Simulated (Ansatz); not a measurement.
An Ansatz input:

```yaml
crystal:
  lattice:
    - [3.129222735, 0.0, 0.0]
    - [0.0, 3.129222735, 0.0]
    - [0.0, 0.0, 3.129222735]
  atoms:
    - { symbol: Yb, position: [0.0, 0.0, 0.0] }
hamiltonian:
  xc: lda
  pseudopotentials:
    kind: paw_fr
    azcp:
      Yb: "pseudopotentials/Yb.paw.azcp"
basis:
  ecutwfc: 420
  fft_grid_basis: typed
kpoints:
  mp_grid: { grid: [10, 10, 10], shift: [0, 0, 0] }
magnetization:
  noncollinear: true
  spin_orbit: true
scf:
  occupations: { method: fermi_dirac, width: 0.1 }
```

Terminal output

```
Warning: the record states the generating functional pbe (its physics header spells it `PBE`), which answers neither for hamiltonian.xc's functional nor for the lda family's — results may be inconsistent (PPs are generated against a specific XC)
Engine: ansatz 0.2.0, x86_64-unknown-linux-gnu
Pseudopotentials: kind: paw_fr
Pseudopotential: Yb, paw_fr, valence charge 24, recommended cutoff 420 eV (normal) 
Functional definition: SPW92
  exchange = slater_x
  correlation = pw_c
non-collinear run that drives no moment, with spin-orbit: no starting moment large enough to seed its density (crystal.atoms[].spin), no starting occupations that ask for one, no magnetisation constraint and no magnetic field, so the semilocal B_xc is pinned to zero
Crystal: 1 atoms, lattice volume = 30.641 Å³
Basis set: ecut = 420 eV, 619 PW (Γ)
Bands: 32, of which v1, the nominal top of the filled ones, is band 24 counted from 1 (23 counted from 0)
Symmetry: 48 space group operations + 48 with time reversal
Magnetic group: BNS 221.93 (UNI 1595), of the structure as read, at distance tolerance 3.1e-5 Å
k-points: 56 of 1000
Projection manifold: j_resolved (fully-relativistic pseudo-atomic orbitals)
Non-local potential: Yb, projectors of the file, l = 0: 3, l = 1: 4, l = 2: 4, l = 3: 6
PAW form: soft (Blöchl's): semilocal exchange-correlation on the pseudo side does not see the compensation charge
PAW frozen core: Yb, regenerated for the run's functional, and the local potential with it (the file was generated under x = pbe(κ = 0.804, μ = 0.2195149727645171), c = pbe(β = 0.06672455060314922))
PAW one-centre angular grid: Yb, 590 points (default); XC on 64 Gauss nodes
Initial density: superposition of atomic densities (chi_scale 0.1, normalization cell)
Initial wavefunctions: pseudopotential atomic-orbital guess
Functional: x = slater, c = lda
SCF iter   1: F=—  HF=-13575.535399 eV  |F-HF|=—  |Δ(HF+E_count)|=         —  Δρ=6.22e-2  dr2=1.02e0  dr2_m=0.00e0 (ungated)  ethr=3.10e-3  |M|=0.00e0 ∫|m|=0.00e0 μB  |m|>n=0.0e0 m-floor=0.0e0 τ_xc=0.0e0  β_m=0.30  ⟨swp⟩=6.6  Hψ=4442  notcnv=0
SCF iter   2: F=—  HF=-13575.785110 eV  |F-HF|=—  |Δ(HF+E_count)|=   2.50e-1  Δρ=7.06e-2  dr2=1.07e0  dr2_m=0.00e0 (ungated)  ethr=3.10e-3  |M|=0.00e0 ∫|m|=0.00e0 μB  |m|>n=0.0e0 m-floor=0.0e0 τ_xc=0.0e0  β_m=0.14  ⟨swp⟩=3.0  Hψ=1946  notcnv=0  defer=6
SCF iter   3: F=—  HF=-13575.542838 eV  |F-HF|=—  |Δ(HF+E_count)|=   2.42e-1  Δρ=4.46e-2  dr2=4.26e-1  dr2_m=0.00e0 (ungated)  ethr=3.10e-3  |M|=0.00e0 ∫|m|=0.00e0 μB  |m|>n=0.0e0 m-floor=0.0e0 τ_xc=0.0e0  β_m=0.22  ⟨swp⟩=2.7  Hψ=1667  notcnv=0  defer=14
SCF iter   4: F=—  HF=-13575.469369 eV  |F-HF|=—  |Δ(HF+E_count)|=   7.35e-2  Δρ=2.18e-2  dr2=1.32e-1  dr2_m=0.00e0 (ungated)  ethr=1.78e-3  |M|=0.00e0 ∫|m|=0.00e0 μB  |m|>n=0.0e0 m-floor=0.0e0 τ_xc=0.0e0  β_m=0.38  ⟨swp⟩=2.7  Hψ=1607  notcnv=0  defer=22
SCF iter   5: F=—  HF=-13575.464008 eV  |F-HF|=—  |Δ(HF+E_count)|=   5.36e-3  Δρ=1.46e-2  dr2=5.07e-2  dr2_m=0.00e0 (ungated)  ethr=5.48e-4  |M|=0.00e0 ∫|m|=0.00e0 μB  |m|>n=0.0e0 m-floor=0.0e0 τ_xc=0.0e0  β_m=0.39  ⟨swp⟩=2.1  Hψ=1261  notcnv=0  defer=12
SCF iter   6: F=—  HF=-13575.462598 eV  |F-HF|=—  |Δ(HF+E_count)|=   1.41e-3  Δρ=1.21e-2  dr2=3.52e-2  dr2_m=0.00e0 (ungated)  ethr=2.11e-4  |M|=0.00e0 ∫|m|=0.00e0 μB  |m|>n=0.0e0 m-floor=0.0e0 τ_xc=0.0e0  β_m=0.69  ⟨swp⟩=1.0  Hψ=907  notcnv=0  defer=12
SCF iter   7: F=—  HF=-13575.460884 eV  |F-HF|=—  |Δ(HF+E_count)|=   1.71e-3  Δρ=8.09e-3  dr2=1.57e-2  dr2_m=0.00e0 (ungated)  ethr=1.47e-4  |M|=0.00e0 ∫|m|=0.00e0 μB  |m|>n=0.0e0 m-floor=0.0e0 τ_xc=0.0e0  β_m=0.67  ⟨swp⟩=1.0  Hψ=890  notcnv=0  defer=12
SCF iter   8: F=—  HF=-13575.459530 eV  |F-HF|=—  |Δ(HF+E_count)|=   1.35e-3  Δρ=1.68e-3  dr2=6.76e-4  dr2_m=0.00e0 (ungated)  ethr=6.52e-5  |M|=0.00e0 ∫|m|=0.00e0 μB  |m|>n=0.0e0 m-floor=0.0e0 τ_xc=0.0e0  β_m=0.83  ⟨swp⟩=1.1  Hψ=893  notcnv=0  defer=12
SCF iter   9: F=—  HF=-13575.459506 eV  |F-HF|=—  |Δ(HF+E_count)|=   2.46e-5  Δρ=5.33e-5  dr2=8.28e-7  dr2_m=0.00e0 (ungated)  ethr=2.82e-6  |M|=0.00e0 ∫|m|=0.00e0 μB  |m|>n=0.0e0 m-floor=0.0e0 τ_xc=0.0e0  β_m=0.77  ⟨swp⟩=2.4  Hψ=1511  notcnv=0  defer=12
SCF iter  10: F=—  HF=-13575.459505 eV  |F-HF|=—  |Δ(HF+E_count)|=   8.07e-7  Δρ=1.21e-4  dr2=3.58e-6  dr2_m=0.00e0 (ungated)  ethr=3.45e-9  |M|=0.00e0 ∫|m|=0.00e0 μB  |m|>n=0.0e0 m-floor=0.0e0 τ_xc=0.0e0  β_m=0.77  ⟨swp⟩=2.4  Hψ=1667  notcnv=0  defer=12
SCF iter  11: F=-13575.459505 eV  HF=-13575.459505 eV  |F-HF|=4.97e-8  |Δ(HF+E_count)|=   2.98e-7  Δρ=1.31e-5  dr2=4.16e-8  dr2_m=0.00e0 (ungated)  ethr=4.17e-10  |M|=0.00e0 ∫|m|=0.00e0 μB  |m|>n=0.0e0 m-floor=0.0e0 τ_xc=0.0e0  ⟨swp⟩=2.1  Hψ=3121  notcnv=0
SCF 1 converged in 11 iterations: F = -13575.459505 eV  dr2 = 4.16e-8
SCF converged after 11 iterations
Stability not told: one more pass did not bear out a value that the check read (along that value's direction the trial steps together read 9.5e-1, that pass 7.2e-1); the value that it reports is 9.5e-1: no lower mode is shown, and none is ruled out
Magnetization: |M| = 0.0000 μB,  M = (+0.0000, +0.0000, +0.0000) μB
Absolute magnetization: 0.0000 μB (∫|m|)
  site 0: m = (+0.0000, +0.0000, +0.0000) μB, |m| = 0.0000 μB  (R = 1.29 Å)
Free energy (F): -13575.459505 eV
Harris-Foulkes:  -13575.459505 eV  (|F-HF|=4.97e-8)
Internal energy: -13575.371096 eV  (E = F + TS)
E sigma→0 (E₀):  -13575.415300 eV
Entropy (-TS):   -0.088409 eV (-88.409 meV/atom)
Fermi energy:    12.356225 eV
--- Per-component energies (eV) ---
  E_band       = 26.915279
  E_kinetic    = 359.803384
  E_local      = -6072.338597  (includes V_loc(G=0)·N_el)
  E_nonlocal   = 551.925097
  E_hartree    = 2638.081137
  E_xc         = -163.257441
  E_vxc        = -204.757697  (∫ρ·V_xc dr)
  E_paw        = -7131.558974  (= ΣΔE_a)
  E_vpaw       = 116.100156  (= ΣTr[D̂ρ^β])
  E_aug_tail   = 0.000002  (compensation charges beyond the density's cutoff)
  E_ewald      = -3760.215047
  E_core_change = 2.189341  (= ΣΔE_core)
  E_smearing   = -0.088409  (= −TS)
  E_closure    = 0.000000  (closes the sum)
  Σ components = -13575.459505   (vs F -13575.459505, Δ=0.00e0)
--- Band table (eV; the first three rows and the last of 56) ---
  k-point 0: bands = ["-39.6440", "-39.6440", "-16.2447", "-16.2447", "-9.8550", "-9.8550", "-9.8550", "-9.8550", "7.0396", "7.0396", "10.5985", "10.5985", "10.5985", "10.5985", "10.6208", "10.6208", "11.9288", "11.9288", "11.9288", "11.9288", "11.9488", "11.9488", "11.9973", "11.9973", "12.4781", "12.4781", "12.4781", "12.4781", "19.8198", "19.8198", "19.8198", "19.8198"]
  k-point 1: bands = ["-39.6392", "-39.6392", "-16.2601", "-16.2601", "-9.9231", "-9.9231", "-9.8460", "-9.8460", "7.2690", "7.2690", "10.5932", "10.5932", "10.5971", "10.5971", "10.6200", "10.6200", "11.9150", "11.9150", "11.9247", "11.9247", "11.9447", "11.9447", "11.9950", "11.9950", "12.5618", "12.5618", "12.6792", "12.6792", "19.2436", "19.2436", "19.4449", "19.4449"]
  k-point 2: bands = ["-39.6265", "-39.6265", "-16.3016", "-16.3016", "-10.0933", "-10.0933", "-9.8225", "-9.8225", "7.8964", "7.8964", "10.5854", "10.5854", "10.5936", "10.5936", "10.6187", "10.6187", "11.8995", "11.8995", "11.9182", "11.9182", "11.9476", "11.9476", "11.9970", "11.9970", "12.7782", "12.7782", "13.1064", "13.1064", "18.1934", "18.1934", "18.4127", "18.4127"]
  k-point 55: bands = ["-39.4951", "-39.4951", "-16.6603", "-16.6603", "-10.5889", "-10.5889", "-10.5889", "-10.5889", "10.6024", "10.6024", "10.6024", "10.6024", "10.6058", "10.6058", "11.8852", "11.8852", "11.9211", "11.9211", "11.9949", "11.9949", "11.9949", "11.9949", "12.2641", "12.2641", "12.2641", "12.2641", "12.3919", "12.3919", "18.8072", "18.8072", "20.0685", "20.0685"]
```
